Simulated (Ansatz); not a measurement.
## CaYC4N4, before and after

The guess for CaYC4N4 was made by a generator: two interpenetrating cyanide-bridged diamond nets (P-43m, No. 215). Its size is a rough estimate.

start:

Space group P-43m (No. 215). a = 6.335 Å, b = 6.335 Å, c = 6.335 Å, α = 90.00°, β = 90.00°, γ = 90.00°
| atom | site | symmetry | x | y | z |
| --- | --- | --- | --- | --- | --- |
| Ca | 1a | -43m | 0.0000 | 0.0000 | 0.0000 |
| Y | 1b | -43m | 0.5000 | 0.5000 | 0.5000 |
| C | 4e | .3m | 0.1919 | 0.1919 | 0.1919 |
| N | 4e | .3m | 0.2986 | 0.2986 | 0.2986 |

Method: Ansatz, DFT PBE, scalar-relativistic, plane waves, PAW. Cutoff 420 eV, Gaussian smearing, Γ-centred meshes. Cell and atoms relax first on a coarse mesh and then on a finer one. In between, the cell is made exact in the group found at 0.06 Å. In metals the finer mesh still leaves noise of several meV/atom or more. The steps can't lower the symmetry of their start. No spin polarisation.

end:

Space group P-43m (No. 215). a = 6.858 Å, b = 6.858 Å, c = 6.858 Å, α = 90.00°, β = 90.00°, γ = 90.00°
```
atom  site  symmetry       x       y       z
  Ca    1a      -43m  0.0000  0.0000  0.0000
   Y    1b      -43m  0.5000  0.5000  0.5000
   C    4e       .3m  0.2100  0.2100  0.2100
   N    4e       .3m  0.3094  0.3094  0.3094
```

The symmetry stays P-43m (No. 215). The volume per atom grows by 26.9 %, from 25.4 to 32.3 Å³. The shortest distance goes from 1.17 Å (C–N) to 1.18 Å (C–N). The energy falls by about 0.27 eV/atom (the start's value is from the coarse mesh).

- Volume per atom: 32.25 Å³
- Density: 1.20 g/cm³
- Formation energy: −0.08 eV/atom
- Gap on the 6×6×6 mesh of the 10-atom cell: 0 eV (a metal)

Energies over the elements count from the elements' standard structures at the same level (N₂ as a molecule), with no fitted energy shifts. It lies below the elements, which doesn't yet make it stable against other compounds or structures.

The last run used Gaussian smearing of 0.10 eV. The cell is a metal run without spin; a magnetic state may lie lower. The reference form of C is held partly by dispersion forces, which this level lacks. Symmetry constrained the relaxation, so the result can be a saddle point. In all, the 3 runs took 2.9 min on 1 thread of Arm Neoverse V2 (shared host).
